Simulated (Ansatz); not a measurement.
Ge₂Mo:
```cif
data_Ge8Mo4
_chemical_formula_sum 'Ge8 Mo4'
_space_group_name_H-M_alt 'P 1'
_space_group_IT_number 1
_cell_length_a 6.35105
_cell_length_b 3.46023
_cell_length_c 8.57496
_cell_angle_alpha 90.000
_cell_angle_beta 90.000
_cell_angle_gamma 90.000
loop_
_space_group_symop_operation_xyz
  'x, y, z'
loop_
_atom_site_label
_atom_site_type_symbol
_atom_site_fract_x
_atom_site_fract_y
_atom_site_fract_z
_atom_site_occupancy
Ge1 Ge 0.93661 0.25000 0.36856 1
Ge2 Ge 0.06339 0.75000 0.63144 1
Ge3 Ge 0.56339 0.75000 0.86856 1
Ge4 Ge 0.43661 0.25000 0.13144 1
Ge5 Ge 0.63520 0.75000 0.45964 1
Ge6 Ge 0.36480 0.25000 0.54036 1
Ge7 Ge 0.86480 0.25000 0.95964 1
Ge8 Ge 0.13520 0.75000 0.04036 1
Mo1 Mo 0.25018 0.25000 0.82902 1
Mo2 Mo 0.74982 0.75000 0.17098 1
Mo3 Mo 0.24982 0.75000 0.32902 1
Mo4 Mo 0.75018 0.25000 0.67098 1
```

Relaxed with r²SCAN.

Problem. Tabulate the valence density and the electron localisation function along the shortest Ge–Ge contact (2.53 Å), the program Ansatz at the r²SCAN level (PAW).

Solution. 

```
distance from Ge (Å)  density (e/Å³)   ELF
--------------------  --------------  ----
0.25                           27.11  0.01
0.38                           11.66  0.03
0.51                            4.29  0.11
0.63                            1.72  0.23
0.76                            0.89  0.32
0.89                            0.58  0.37
1.01                            0.46  0.42
1.14                            0.41  0.51
1.27                            0.39  0.55
1.39                            0.41  0.51
1.52                            0.46  0.42
1.65                            0.58  0.37
1.77                            0.89  0.32
1.90                            1.72  0.23
2.03                            4.29  0.11
2.15                           11.66  0.03
2.28                           27.11  0.01
```

The density is the valence pseudo-density with augmentation charge, so density and ELF within about 1 Å of a nucleus are not all-electron values.

Space group Pnma. The first step of the workflow began from a Materials Project structure, measured or hypothetical; the Crystallography Open Database files this formula in space group No. 62, but the cells were not matched. Its standing as an ambient phase is unchecked. Symmetry was held in the r²SCAN relaxation; its stability against distortions is not shown here. No spin polarisation was allowed.

Potentials: the later of the program's two PAW sets.
